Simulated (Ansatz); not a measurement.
Method: Ansatz 0.2.0, DFT PBE, scalar-relativistic, plane waves, PAW. Cutoff 420 eV, Γ-centred meshes of about 0.25 Å⁻¹ or finer for metals and 0.3 Å⁻¹ for insulators (2π included), Gaussian smearing. No spin polarisation.

Relaxed structures of ScIn3N2, with energies over the first row. Coordination counts N atoms around In and Sc (those within 1.25 times the shortest such distance or 1.15 times the sum of covalent radii; a plus sign parts nearer from farther groups; the shortest distance is added where it is long for a bond; a slash parts the counts of unlike sites).

```json
{"#": "1", "form": "P-3m1", "sites": "Sc 1a; In 2d, 1b; N 2d", "V (Å³/atom)": "17.8", "coordination": "Sc 6, In 3/6+6 from 4.8 Å", "ΔE (meV/atom)": "0"}
{"#": "2", "form": "P4mm", "sites": "Sc 1b; In 1a, 1a, 1b; N 1a, 1b", "V (Å³/atom)": "18.8", "coordination": "Sc 4, In 1/4", "ΔE (meV/atom)": "191"}
```

A further structure, relaxed alike:

```
Sc In N
1.0
     3.38300    0.00000    0.00000
    -1.69150    2.92976    0.00000
     0.00000    0.00000   11.58602
Sc In N
1 3 2
Direct
  0.33333 0.66667 0.76767
  0.66667 0.33333 0.52131
  0.66667 0.33333 0.00517
  0.33333 0.66667 0.24308
  0.00000 0.00000 0.70827
  0.00000 0.00000 0.11677
```

Problem. Place it among the others.

Solution. It is the highest, 210 meV/atom above row 1, with space group P3m1 (No. 156) and 19.1 Å³/atom. Counting N atoms around In and Sc, this cell has Sc 3, In 3/3 from 2.9 Å and row 1 has Sc 6, In 3/6+6 from 4.8 Å. Sc is surrounded by 3 N at 2.07 Å, 6 In at 3.37–3.46 Å and 6 Sc at 3.38 Å; around In on its first site lie 3 N at 2.92 Å, 6 In at 3.38 Å, 3 Sc at 3.46 Å and 3 In at 3.77 Å; In on its second site has 3 N at 2.34 Å, 3 Sc at 3.37 Å and 9 In at 3.38 Å; N on its first site has 3 Sc at 2.07 Å and 3 In at 2.92 Å; 2 more sites not described.

For metals, differences of a few meV/atom aren't resolved. Weakly bound directions are ill-defined at this level, which has no dispersion term (P3m1), and this can change margins and order among such cells. Trial moments fell under 0.15 μB along the way in P-3m1, P4mm and P3m1; another start might hold them. With atoms moved at random, row 1 (by 45 meV/atom) fell into a lower structure. Row 2 and the further cell had no clear such test and can be saddle points.
